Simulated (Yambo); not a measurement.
Material: RbO (space group Immm, No. 71) under isotropic strain of -1.5 % on all lattice vectors; a = 4.964 Å, b = 4.964 Å, c = 4.964 Å, α = 131.28°, β = 107.93°, γ = 91.86° (4 atoms in the cell). The PBEsol cell relaxed from Materials Project entry mp-7895 was given an isotropic strain of -1.5 % on all lattice vectors, and the atoms were relaxed again.

With PBEsol (pw.x of Quantum ESPRESSO, ONCV potentials, without SOC), the gap between the mesh's edge points (Γ → Γ) is 2.076 eV.

Q: Estimate the G0W0 gap between the same points from Yambo (4×4×4 Γ-centred k mesh, 126 bands and a 7 Ry block in the screening, 126 bands in G with the Bruneval-Gonze terminator, plasmon pole fitted at 27.2 eV).

A: The correction is 1.850 eV, giving 3.926 eV, 1.9 times the PBEsol value. The mesh misses a band edge: along a dense path the PBEsol gap is 1.90 eV against 2.08 eV on the mesh. Convergence of the G0W0 settings was not tested.
